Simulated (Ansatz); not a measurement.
Relaxed-ion elastic tensor of Ru (hcp (Mg type), P6_3/mmc) in GPa (Voigt order), PBE (plane waves, PAW; program Ansatz); density 12.19 g/cm³, 13.77 Å³ per atom.

```json
[
 {"": "1", "1": "567", "2": "181", "3": "169", "4": "0.0", "5": "0.0", "6": "0.0"},
 {"": "2", "1": "181", "2": "567", "3": "169", "4": "0.0", "5": "0.0", "6": "0.0"},
 {"": "3", "1": "169", "2": "169", "3": "637", "4": "0.0", "5": "0.0", "6": "0.0"},
 {"": "4", "1": "0.0", "2": "0.0", "3": "0.0", "4": "185", "5": "0.0", "6": "0.0"},
 {"": "5", "1": "0.0", "2": "0.0", "3": "0.0", "4": "0.0", "5": "185", "6": "0.0"},
 {"": "6", "1": "0.0", "2": "0.0", "3": "0.0", "4": "0.0", "5": "0.0", "6": "193"}
]
```

Q: Is the crystal mechanically stable?

A: Yes: the smallest eigenvalue of C is 185 GPa.

Q: Work out the Voigt, Reuss and Hill averages.

A: K_V = 312, K_R = 311, K_H = 312; G_V = 196, G_R = 195, G_H = 195 GPa.

Q: Give Young's modulus, Poisson's ratio, Pugh's ratio and the universal anisotropy index.

A: E = 9KG/(3K + G) = 485 GPa; ν = 0.24; K/G = 1.59 (brittle by the Pugh limit of 1.75); A_U = 5G_V/G_R + K_V/K_R − 6 = 0.03.

Q: Estimate the sound speeds and the Debye temperature.

A: v_l = √((K + 4G/3)/ρ) = 6850 m/s, v_t = √(G/ρ) = 4000 m/s, mean 4440 m/s; Θ = (h/k)(3n/4πV)^(1/3) v_m = 552 K.

Q: How much does each axis shrink under pressure?

A: Linear compressibilities β_i = Σ_j S_ij (j = 1 to 3): x 1.1, y 1.1, z 0.98 per TPa.

The cell was relaxed with PBE under the symmetry of its start. The run is not spin-polarised. As this level gives no gap, shear constants depend on the k-mesh and smearing (Fermi–Dirac, 0.1 eV here).

Potentials: the later of the program's two PAW sets.
